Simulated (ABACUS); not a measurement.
Set-up for a self-consistent single point of Sn4TeSe3 (Pm, 8 atoms in the cell; from Materials Project mp-1219000, changed as shown).

```
CELL_PARAMETERS angstrom
      4.58338     0.00000     0.00000
      0.00000     4.14046     0.00000
     -0.09738     0.00000    11.63588
ATOMIC_POSITIONS crystal
  Sn 0.58740 0.50000 0.37940
  Sn 0.88560 0.50000 0.87720
  Sn 0.38340 0.00000 0.62340
  Sn 0.12240 0.00000 0.11270
  Te 0.01950 0.00000 0.35690
  Se 0.50540 0.50000 0.14830
  Se 0.99750 0.50000 0.65060
  Se 0.49890 0.00000 0.85150
```

Method: ABACUS with PBEsol, numerical atomic orbitals DZP (confined pseudo-atomic orbitals with Gaussian additions; energy shift 0.01 Ry), PseudoDojo 0.4 standard norm-conserving PBEsol (tails mended) pseudopotentials.

ABACUS settings:

* **basis**: DZP numerical atomic orbitals, energy shift 0.01 Ry
* **KPT**: Gamma 4 4 2 0 0 0
* **basis_type**: lcao
* **dft_functional**: PBESOL
* **ecutwfc**: 100 Ry
* **smearing_method**: fd
* **smearing_sigma**: 0.00367493 Ry
* **potentials**: PseudoDojo 0.4 standard norm-conserving PBEsol (tails mended)
* **symmetry**: 1
* **symmetry_prec**: 1e-05
* **ks_solver**: genelpa
* **scf_nmax**: 100
* **scf_thr**: 1.0e-07
* **mixing_type**: broyden
* **mixing_beta**: 0.7

Results:

Number of valence electrons: 120
Number of bands: 73
Number of k-points after the program's reduction: 18
Size of the basis: 200
Number of SCF iterations: 10
Free energy E − TS: -21296.1417 eV
Top of the valence band (on the code's own zero): 9.51 eV
Gap on the k-point mesh: 0.61 eV
Pressure: 1.37 GPa
Largest force (vector length): 0.648 eV/Å

Forces (eV/Å):
```json
[
 {"atom": "Sn1", "Fx": "-0.440", "Fy": "0.000", "Fz": "0.410"},
 {"atom": "Sn2", "Fx": "0.375", "Fy": "0.000", "Fz": "0.529"},
 {"atom": "Sn3", "Fx": "0.375", "Fy": "0.000", "Fz": "-0.422"},
 {"atom": "Sn4", "Fx": "-0.329", "Fy": "0.000", "Fz": "-0.538"},
 {"atom": "Te5", "Fx": "0.299", "Fy": "0.000", "Fz": "0.385"},
 {"atom": "Se6", "Fx": "0.451", "Fy": "0.000", "Fz": "-0.382"},
 {"atom": "Se7", "Fx": "-0.365", "Fy": "0.000", "Fz": "-0.393"},
 {"atom": "Se8", "Fx": "-0.366", "Fy": "0.000", "Fz": "0.411"}
]
```

Stress (GPa, positive for compression):
```
0.73  0.00  0.04
0.00  1.72  0.00
0.04  0.00  1.66
```

The gap is read on the k-point mesh of the run and can differ from the gap over the whole zone at this level.

For comparison: a first run was changed to give this one (lattice scaled by 0.98), and from it to this one the free energy falls by 4.1 meV/atom, the pressure goes from -1.96 to 1.37 GPa, the largest force goes from 0.253 to 0.648 eV/Å and the gap on the mesh goes from 0.726 to 0.610 eV.

Spin-orbit coupling is left out, which matters for bands and gaps with elements this heavy. The atom-centred basis is finite, which shifts total energies, pressures, gaps and forces against plane waves. The structure comes from a collection of computed structures, made at another level of theory; the collection holds predicted forms beside known ones. Its lattice was then scaled.

Cost on one core: very roughly 80 core-seconds.

The atomic orbitals were generated for these runs; they are not ABACUS's published sets and were checked against plane waves on a few crystals only.

“Tails mended”: in these copies of the files the far tail of each local potential was reset to the Coulomb form.
